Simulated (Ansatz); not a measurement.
Ga2O3:
```
Ga2O3
1.0
    2.49238     1.43898     4.48029
   -2.49238     1.43898     4.48029
    0.00000    -2.87795     4.48029
Ga O
4 6
Cartesian
  0.00000   0.00000   4.77688
  0.00000   0.00000   1.94355
  0.00000   0.00000   8.66398
  0.00000   0.00000  11.49731
 -0.97894   1.43898   7.84050
 -0.75672  -1.56728   7.84050
  1.73566   0.12830   7.84050
  0.97894  -1.43898   5.60036
  0.75672   1.56728   5.60036
 -1.73566  -0.12830   5.60036
```

r²SCAN (plane waves, PAW; program Ansatz) gives a gap of 3.55 eV without spin–orbit coupling, maximum on the Γ–S0 line, 45 % of the way from Γ, minimum at Γ.

**Question.** What happens when spin–orbit coupling is switched on?

**Answer.** The gap is nearly the same, to 3.55 eV; maximum on the Γ–S0 line, 45 % of the way from Γ, minimum at Γ.

**Question.** Give the electron effective mass with spin–orbit coupling.

**Answer.** 0.25 mₑ (isotropic).

**Question.** Give the hole effective mass with spin–orbit coupling.

**Answer.** 0.68, 2.2, 3.5 mₑ (principal values).

Space group R-3c (corundum). The cell was relaxed with r²SCAN under the symmetry of its start.

Potentials: the later of the program's two PAW sets.
